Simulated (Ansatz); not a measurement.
Ga2BiAs:
```
Ga2BiAs
1.0
    4.18304     0.00000     0.00000
    0.00000     4.18304     0.00000
    0.00000     0.00000     5.96913
Ga Bi As
2 1 1
Cartesian
  2.09152   0.00000   4.32767
  0.00000   2.09152   1.64146
  0.00000   0.00000   0.00000
  2.09152   2.09152   2.98457
```

Relaxed with LDA. Special points in fractions of this cell's reciprocal vectors: Γ (0.000, 0.000, 0.000); X (0.000, 0.500, 0.000); M (0.500, 0.500, 0.000); Z (0.000, 0.000, 0.500); R (0.000, 0.500, 0.500); A (0.500, 0.500, 0.500).

Task: List the band energies nearest the Fermi level at these points for LDA (plane waves, PAW; program Ansatz).

Result: In eV from the Fermi level; about four levels below and three above (degenerate sets whole), none deeper than 8.9 eV; points with the same levels are listed once.

```tsv
k	below	above
Γ	-2.96 -2.96 -1.00 -0.18	0.07 0.07 0.84
X	-3.55 -3.45 -2.07 -0.66	1.30 2.52 4.34
M	-3.12 -2.82 -2.82 -2.48	0.50 0.98 0.98
Z	-2.48 -2.48 -1.17 -1.17	0.85 1.44 2.47
R	-1.40 -1.28 -0.52 -0.20	0.23 3.59 3.85
A	-3.63 -3.63 -3.50 -3.36	3.72 3.72 4.14
```

Space group P-4m2. The first step of the workflow began from a Materials Project structure, measured or hypothetical; the Crystallography Open Database copy checked does not list it. Its standing as an ambient phase is unchecked. The cell was relaxed with LDA under the symmetry of its start; of distortions, only those at the zone centre were tested. A small band overlap can be real or an error of a semilocal functional. The Fermi level of a semimetal is unsure by some 0.05 eV on such meshes. Scalar-relativistic: spin–orbit coupling is off unless named, which matters more the heavier the elements.

Potentials: the later of the program's two PAW sets.
